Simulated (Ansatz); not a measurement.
## Trial structures of HfPb4O: starts and ends

Theory: DFT PBE, scalar-relativistic, plane waves, PAW (Ansatz 0.2.0). Settings: cutoff 420 eV, Γ-centred meshes spaced at most about 0.3 Å⁻¹, and about 0.25 Å⁻¹ or finer for metals (2π included), Gaussian smearing. No spin polarisation in the final relaxations.

Each guess was relaxed in cell and atoms at zero pressure, within the symmetry of its start. Temperature and zero-point effects are left out. Coordination counts Hf or Pb atoms around O (for each partner element, those within 1.25 times its shortest distance or 1.15 times the sum of covalent radii, where it is the nearest in units of that sum or under 1.3; the shortest distance is added where it is long for a bond).

| guess | made from | start group | V start (Å³/atom) | end group | V end (Å³/atom) | coordination at the end | gap on mesh (eV) | E over the lowest end (meV/atom) |
| --- | --- | --- | --- | --- | --- | --- | --- | --- |
| 1 | LiBH4 type | F-43m | 23.7 | F-43m | 37.6 | O 4 | 0 | 240 |
| 2 | TbBeCu4 type | P-6m2 | 26.0 | P-6m2 | 30.1 | O 6 from 2.5 Å | 0 | 108 |
| 3 | TbHoAl4 type | F-43m | 26.9 | ? | ? | ? | ? | ? |
| 4 | random cell | P6/mmm | 24.7 | P6/mmm | 25.2 | O 2 from 3.0 Å | 0 | 0 |

Guess 3 as it starts:

```yaml
crystal:
  lattice:
    - [0.00000, 4.32256, 4.32256]
    - [4.32256, 0.00000, 4.32256]
    - [4.32256, 4.32256, 0.00000]
  atoms:
    - { symbol: Hf, position: [0.00000, 0.00000, 0.00000] }
    - { symbol: Pb, position: [0.62497, 0.12510, 0.62497] }
    - { symbol: Pb, position: [0.62497, 0.62497, 0.12510] }
    - { symbol: Pb, position: [0.62497, 0.62497, 0.62497] }
    - { symbol: Pb, position: [0.12510, 0.62497, 0.62497] }
    - { symbol: O, position: [0.25000, 0.25000, 0.25000] }
```

Q: Predict the end of this guess and its energy over the lowest end.

A: It ends in space group F-43m (No. 216), with a = 8.740 Å, 27.8 Å³/atom and no gap. It lies 0.34 eV/atom over the lowest end, above guess 1 and so the highest of the set. The shortest distance is 3.09 Å (Pb–Pb) in this end and 2.96 Å (Pb–Pb) in the lowest (guess 4).

```cif
data_structure
_symmetry_space_group_name_H-M 'F-43m'
_symmetry_Int_Tables_number 216
_cell_length_a 8.7400
_cell_length_b 8.7400
_cell_length_c 8.7400
_cell_angle_alpha 90.000
_cell_angle_beta 90.000
_cell_angle_gamma 90.000
_cell_volume 667.63
loop_
_atom_site_label
_atom_site_type_symbol
_atom_site_symmetry_multiplicity
_atom_site_Wyckoff_symbol
_atom_site_fract_x
_atom_site_fract_y
_atom_site_fract_z
_atom_site_occupancy
Hf1 Hf 4 a 0.00000 0.00000 0.00000 1
Pb1 Pb 16 e 0.87484 0.37484 0.12516 1
O1 O 4 c 0.25000 0.25000 0.25000 1
```

Energies over the elements count from the elements' standard structures at the same level (O₂ as a molecule), with no fitted energy shifts.

Q: Is the lowest end bound against the elements?

A: No: its formation energy is +0.39 eV/atom. It can't be a ground state, since the elements alone are lower.

Spin–orbit coupling, which can matter for Hf and Pb, is left out. A magnetic state wasn't ruled out in cells without spin, among them P6/mmm. Cells relaxed within their symmetry can be saddle points. A lower structure may well exist outside this small set. Some types were kept out of the candidates beforehand, so the set may lack a known form.
